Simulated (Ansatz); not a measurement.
In the program Ansatz at the PBEsol level (PAW), FeNi₃ in the Cu3Au type structure (Pm-3m) relaxes to a = 3.489 Å. Fe has 12 nearest neighbours from 2.47 Å (cuboctahedral); Ni has 12 nearest neighbours from 2.47 Å (cuboctahedral). Against the elements it lies at -0.083 eV/atom, with no fitted shifts.

Electronic character: metallic (no gap). The magnetic state found is ferromagnetic. The net moment is 1.19 μB per atom.

An equation-of-state fit gives a bulk modulus of 227 GPa. The relaxed-ion elastic constants in GPa are C11 = 316, C12 = 179, C44 = 151. The elastic constants imply a Debye temperature near 526 K.

The cell was relaxed with PBEsol under the symmetry of its start. Magnetic state: ferromagnetic, chosen from 5 collinear starts compared on coarse meshes (ties went to the first, and starts can fall back to one state), not a proven ground state. Textbook magnetic order: ferromagnetic. As this level gives no gap, shear constants depend on the k-mesh and smearing (Fermi–Dirac, 0.1 eV here). The references are the lowest solids computed at this level, not always the standard phases.

Potentials: the later of the program's two PAW sets.
